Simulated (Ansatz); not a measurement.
Lu:
```cif
data_Lu2
_chemical_formula_sum 'Lu2'
_space_group_name_H-M_alt 'P 1'
_space_group_IT_number 1
_cell_length_a 3.49691
_cell_length_b 3.49691
_cell_length_c 5.44120
_cell_angle_alpha 90.000
_cell_angle_beta 90.000
_cell_angle_gamma 120.000
loop_
_space_group_symop_operation_xyz
  'x, y, z'
loop_
_atom_site_label
_atom_site_type_symbol
_atom_site_fract_x
_atom_site_fract_y
_atom_site_fract_z
_atom_site_occupancy
Lu1 Lu 0.33333 0.66667 0.75000 1
Lu2 Lu 0.66667 0.33333 0.25000 1
```

Relaxed with r²SCAN+D4.

Question: Which orbitals make up the states near the Fermi level in the program Ansatz at the r²SCAN+D4 level (PAW)?

Answer: Within 0.5 eV of the Fermi level: Lu 5d 88 %, outside the projected shells 7 %. Projections are on Löwdin-orthogonalised atomic valence shells; empty p or d shells of many metals are not among them.

Question: Tabulate the density of states.

Answer: States/eV per cell of 2 atoms, in 0.25 eV bins, energy from the Fermi level.

```csv
E (eV),total,Lu 4f,Lu 5d,Lu 6s
-6.45,0.00,0.00,0.00,0.00
-6.20,0.06,0.00,0.00,0.05
-5.95,0.12,0.00,0.00,0.12
-5.70,0.17,0.00,0.00,0.16
-5.45,0.22,0.00,0.01,0.20
-5.20,0.32,0.06,0.02,0.23
-4.95,112.05,111.58,0.14,0.28
-4.70,0.49,0.19,0.04,0.25
-4.45,0.38,0.02,0.06,0.29
-4.20,0.42,0.00,0.09,0.31
-3.95,0.46,0.00,0.12,0.33
-3.70,0.52,0.00,0.15,0.34
-3.45,0.58,0.00,0.20,0.36
-3.20,0.66,0.00,0.26,0.37
-2.95,0.76,0.00,0.35,0.38
-2.70,0.92,0.00,0.49,0.39
-2.45,1.27,0.00,0.80,0.42
-2.20,1.29,0.00,0.89,0.35
-1.95,1.25,0.00,0.92,0.28
-1.70,1.25,0.00,0.97,0.23
-1.45,1.39,0.00,1.12,0.21
-1.20,1.42,0.00,1.21,0.16
-0.95,1.43,0.00,1.27,0.11
-0.70,1.88,0.00,1.78,0.04
-0.45,2.71,0.00,2.47,0.11
-0.20,3.03,0.01,2.70,0.11
0.05,3.73,0.01,3.19,0.15
0.30,2.07,0.01,1.79,0.10
0.55,1.42,0.00,1.22,0.07
0.80,1.18,0.00,1.08,0.04
1.05,1.39,0.00,1.24,0.04
1.30,2.23,0.00,1.88,0.10
1.55,3.67,0.01,3.09,0.19
1.80,3.15,0.01,2.87,0.13
2.05,3.04,0.00,2.77,0.16
2.30,2.67,0.00,2.43,0.13
2.55,2.93,0.00,2.72,0.09
2.80,3.12,0.00,2.96,0.05
3.05,1.90,0.00,1.81,0.02
3.30,1.41,0.00,1.35,0.02
3.55,1.27,0.00,1.21,0.02
3.80,1.32,0.00,1.27,0.01
4.05,1.32,0.00,1.26,0.02
4.30,1.34,0.00,1.28,0.02
4.55,1.39,0.00,1.31,0.03
4.80,1.46,0.00,1.35,0.05
```

Space group P6_3/mmc (hcp (Mg type)). Symmetry was held in the r²SCAN+D4 relaxation. The pairwise dispersion correction was not fitted to metals. Spin–orbit coupling is left out wherever it is not named.

Potentials: the later of the program's two PAW sets.
